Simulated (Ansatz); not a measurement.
With PBE (plane waves, PAW; program Ansatz), InP in the hexagonal phase (P6_222; In on 3c, P on 3d) relaxes to a = 4.182 Å, c = 9.391 Å. Against the elements it lies at -0.070 eV/atom, with no fitted shifts.

Electronic character: no gap, with almost no states at the Fermi level (zero-gap or semimetallic).

The start of the workflow was typed in or built on a structure type; neither database checked (COD, Materials Project) lists it. It is not the phase usual at ambient conditions (space group No. 216). Symmetry was held in the PBE relaxation; its stability against distortions is not shown here. The references are the lowest solids computed at this level, not always the standard phases. Spin–orbit coupling is left out wherever it is not named.

Potentials: the earlier of the program's two PAW sets.
